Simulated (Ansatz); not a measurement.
Given:

Lu$_{3}$AlN:
```
CELL_PARAMETERS angstrom
      4.60800     0.00000     0.00000
      0.00000     4.60800     0.00000
      0.00000     0.00000     4.60800
ATOMIC_POSITIONS crystal
  Lu 0.50000 0.50000 0.00000
  Lu 0.00000 0.50000 0.50000
  Lu 0.50000 0.00000 0.50000
  Al 0.00000 0.00000 0.00000
  N  0.50000 0.50000 0.50000
```

This is the r²SCAN-relaxed structure.

All from the program Ansatz at the r²SCAN level (PAW), unless another level is named. Predict the electronic character.

metallic (no gap).

Predict the density of states at the Fermi level.

0.39 states/eV per atom (mean over ±0.08 eV).

Next, the formation energy from the elements (no fitted shifts)?

-1.07 eV/atom.

Space group Pm-3m (anti-perovskite). The first step of the workflow began from a Materials Project structure, measured or hypothetical; the Crystallography Open Database copy checked does not list it. Whether it is the stable phase at ambient conditions was not checked. Symmetry was held in the r²SCAN relaxation; its stability against distortions is not shown here. With an odd number of electrons in the cell and no spin polarisation, the count alone makes it a metal. The references are the lowest solids computed at this level, not always the standard phases (solids in place of the gases). Scalar-relativistic: spin–orbit coupling is off unless named, which matters more the heavier the elements.

Potentials: the later of the program's two PAW sets.
